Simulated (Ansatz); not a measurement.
A geometry of Sb away from equilibrium: the start of the relaxation of a relaxed Sb cell, doubled along one cell vector, shaken by Gaussian noise of σ = 0.08 Å a coordinate. Method: PBE (plane waves to 420 eV, PAW, scalar-relativistic; Ansatz, a quantum-chemistry and plane-wave program). Γ-centred k-mesh 9×5×9 on the run's cell (coarser than for final values), Fermi–Dirac smearing 0.05 eV.

```xyz
4
Lattice="2.1873 1.2628 3.8463 -4.3746 2.5257 7.6926 0.0000 -2.5257 3.8463" Properties=species:S:1:pos:R:3 pbc="T T T"
Sb     0.0363    -0.0133     2.7319
Sb    -2.1757     1.1855     6.4792
Sb     0.0398    -0.0728     8.7606
Sb    -2.2322     1.2000    12.5844
```

Q: Give the Cartesian forces on all atoms (eV/Å).

A: 
```
atom     Fx     Fy     Fz
----  -----  -----  -----
Sb1   -0.06  -0.21  -0.56
Sb2   -0.01   0.20  -0.23
Sb3   -0.17  -0.05   0.30
Sb4    0.24   0.06   0.48
```

Q: What is the pressure?

A: -1.1 GPa, compression positive.

No spin polarisation in the result.
